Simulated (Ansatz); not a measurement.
Computed scan of one atom of the cell: SnO (litharge type, space group P4/nmm)

Starting cell, SnO (litharge type, space group P4/nmm):

```xyz
4
Lattice="3.7927 0.0000 0.0000 0.0000 3.7927 0.0000 0.0000 0.0000 4.7644" Properties=species:S:1:pos:R:3 pbc="T T T"
Sn     1.8964     0.0000     1.1464
Sn     0.0000     1.8964     3.6180
O      0.0000     0.0000     0.0000
O      1.8964     1.8964     0.0000
```

In each cell atom 2 (Sn, nearest neighbour O at 2.216 Å; its periodic images, 3.8 Å or more away, move with it) moves by s·(0.707, 0.707, 0.000) (along Cartesian [110]), the rest being held.

Level of theory: r2SCAN+rVV10 (plane waves to 500 eV, PAW, scalar-relativistic; Ansatz, a program for electronic structure). k mesh 7×7×6 (Γ-centred), Fermi-Dirac smearing 0.05 eV. E stands for the smeared free energy. Compression counts positive. With partly filled bands, energies and forces of such displacements shift with the k mesh and the smearing. F∥ is the force on the atom along that direction. F⊥ is the part of the force across the line. At this level the bands of SnO touch or barely overlap; measurements give the solid a gap. SnO was relaxed with its symmetry unable to fall. The PAW data are Ansatz's earlier set. The zero of ΔE is the undisplaced structure.

```tsv
s (Å)	ΔE (eV/cell)	|F⊥| (eV/Å)	P (GPa)	F∥ (eV/Å)
-0.660	1.228	4.521	12.0	3.969
-0.528	0.761	2.880	8.0	3.089
-0.396	0.413	1.594	4.6	2.199
-0.264	0.177	0.693	2.1	1.383
-0.132	0.043	0.168	0.5	0.661
0.000	0.000	0.004	0.0	0.000
0.132	0.043	0.168	0.5	-0.661
0.264	0.177	0.693	2.1	-1.383
0.396	0.413	1.594	4.6	-2.199
0.528	0.761	2.880	8.0	-3.089
0.660	1.228	4.521	12.0	-3.969
```

What the scan shows:

- Energy at s = 0.660 Å: 1228 meV/cell
- Force along the line at s = -0.660 Å: 3.97 eV/Å
- Symmetry of the curve: even: the same for both signs
- Shape of the curve: a single well with its minimum at or next to zero displacement
- Force constant k = d²E/ds² at s = 0 (finite differences): 4.93 eV/Å²
- Harmonic estimate at the end of the scan: ½ks² = 1074 meV/cell against the computed 1228 meV/cell, so the well is stiffer than harmonic there

(A displaced cell: forces are minus the slopes of the energy, force constants its curvatures, and phonons follow from these.)
